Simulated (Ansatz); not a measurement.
Polymorphs of CaO, each relaxed with plane-wave PAW r²SCAN (Ansatz code):

A: zinc blende (F-43m), a = b = c = 5.2136 Å, α = β = γ = 90.00°

B: CsCl type (Pm-3m), a = b = c = 2.903 Å, α = β = γ = 90.00°

C: P4/nmm, a = b = 4.169 Å, c = 3.195 Å, α = β = γ = 90.00°

D: P6_3/mmc, a = b = 3.9814 Å, c = 4.7708 Å, α = β = 90.00°, γ = 120.00°

**Question.** Put the candidates in order of energy per atom at 0 K, lowest first, for r²SCAN.

**Answer.** D (+0 meV/atom), A (+148 meV/atom), C (+291 meV/atom), B (+376 meV/atom)

**Question.** Give each one's gap.

**Answer.** A 3.76 eV; B 3.27 eV; C 4.06 eV; D 3.63 eV.

Typed or built starts, not in the databases checked: A; C. Not the usual ambient phase: A; B; C; D. Unstable at this level: B. All cells were relaxed under the symmetry of their starts (and spin orders); stability against distortions was not tested throughout.

Energies hold the estimated change up to a 700 eV cutoff; steps of a few meV lie near the error of the meshes.

Potentials: the earlier of the program's two PAW sets.
